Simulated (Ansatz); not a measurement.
# Sr₂Si₄Bi: relaxation step by step

The guess for Sr₂Si₄Bi was made by a generator: Bi between sheets of the LaSi2 type, stage 1 (P4/mmm, No. 123) (host SrSi2; sites filled 1 of 2). A sheet's type names the database crystal that the layer was cut from. Its size is a rough estimate.

```cif
data_structure
_symmetry_space_group_name_H-M 'P 1'
_symmetry_Int_Tables_number 1
_cell_length_a 6.0275
_cell_length_b 6.0275
_cell_length_c 4.4857
_cell_angle_alpha 90.000
_cell_angle_beta 90.000
_cell_angle_gamma 90.000
_cell_volume 162.97
loop_
_atom_site_label
_atom_site_type_symbol
_atom_site_fract_x
_atom_site_fract_y
_atom_site_fract_z
_atom_site_occupancy
Sr1 Sr 0.00000 0.00000 0.00000 1
Sr2 Sr 0.50000 0.50000 0.00000 1
Si1 Si 0.00000 0.50000 0.25478 1
Si2 Si 0.50000 0.00000 0.25478 1
Si3 Si 0.00000 0.50000 0.74522 1
Si4 Si 0.50000 0.00000 0.74522 1
Bi1 Bi 0.00000 0.00000 0.50000 1
```

These are results of DFT PBE, scalar-relativistic, plane waves, PAW in Ansatz, not measurements. Cutoff 420 eV, Gaussian smearing, Γ-centred meshes. Cell and atoms relax first on a coarse mesh and then on a finer one. In between, the cell is made exact in the group found at 0.06 Å. In metals the finer mesh still leaves noise of several meV/atom or more. The steps can't lower the symmetry of their start. No spin polarisation.

Steps on the 4×4×4 mesh (7 atoms, 21 steps). The free energy counts from the last step; some steps are skipped; the plane-wave basis is renewed at times, which shifts energy and pressure.

```
step  ΔF (meV/atom)  V (Å³/atom)  P (GPa)  largest force component (eV/Å)
   1         1242.7        23.28    24.67                           1.134
   2          846.8        24.54    15.43                           0.744
   3          589.9        25.67     9.54                           0.372
   4          419.7        26.62     5.58                           0.060
   5          313.4        27.20     2.91                           0.010
   6          255.4        27.44     1.28                           0.044
   7          246.1        27.68     0.22                           0.084
   8          245.9        27.79     0.01                           0.089
   9          244.2        27.93    -0.30                           0.171
  10          231.1        27.98    -0.59                           0.466
  12          258.6        27.30     6.73                           4.032
  13          150.5        27.60     0.08                           0.913
  14          101.1        27.56     0.56                           0.061
  15           77.3        27.18     0.52                           0.420
  16           69.9        26.81    -0.16                           0.033
  17           18.6        26.81     1.71                           0.017
  18            2.7        26.97     0.89                           0.085
  19            0.6        27.51    -0.40                           0.015
  20            0.1        27.31    -0.02                           0.000
  21            0.0        27.31    -0.02                           0.001
```

The relaxed structure, after a last relaxation on the converged mesh:

```cif
data_structure
_symmetry_space_group_name_H-M 'P4/mmm'
_symmetry_Int_Tables_number 123
_cell_length_a 5.4797
_cell_length_b 5.4797
_cell_length_c 6.4519
_cell_angle_alpha 90.000
_cell_angle_beta 90.000
_cell_angle_gamma 90.000
_cell_volume 193.73
loop_
_atom_site_label
_atom_site_type_symbol
_atom_site_symmetry_multiplicity
_atom_site_Wyckoff_symbol
_atom_site_fract_x
_atom_site_fract_y
_atom_site_fract_z
_atom_site_occupancy
Sr1 Sr 1 a 0.00000 0.00000 0.00000 1
Sr2 Sr 1 c 0.50000 0.50000 0.00000 1
Si1 Si 4 i 0.00000 0.50000 0.31805 1
Bi1 Bi 1 b 0.00000 0.00000 0.50000 1
```

The symmetry stays P4/mmm (No. 123). The volume per atom grows by 18.9 %, from 23.3 to 27.7 Å³. The shortest distance goes from 2.20 Å (Si–Si) to 2.35 Å (Si–Si). The ratio c/a of the conventional cell changes by a factor of 1.58. The energy falls by about 1.2 eV/atom (the start's value is from the coarse mesh). Around Sr on its first site lie 2 Bi at 3.23 Å, 8 Si at 3.42 Å and 4 Sr at 3.87 Å; Si has 1 Si at 2.35 Å, 2 Bi at 2.98 Å and 4 Sr at 3.42 Å; Bi is surrounded by 8 Si at 2.98 Å and 2 Sr at 3.23 Å; 1 more site not described.

```
Volume per atom                          : 27.68 Å³
Density                                  : 4.26 g/cm³
Energy over the elements                 : +0.20 eV/atom
Gap on the 8×8×6 mesh of the 7-atom cell : 0 eV (a metal)
```

The zero of energy is the elements' standard structures at the same level; no fitted shifts are applied.

The last run used Gaussian smearing of 0.10 eV. Spin–orbit coupling, which can matter for Bi, is left out. The cell is a metal run without spin; a magnetic state may lie lower. A structure relaxed within its symmetry needn't be a true minimum. In all, the 3 runs took 4.8 min on 1 thread of AMD EPYC 7R43 64-Core Processor (Zen 3), with other jobs on the host.
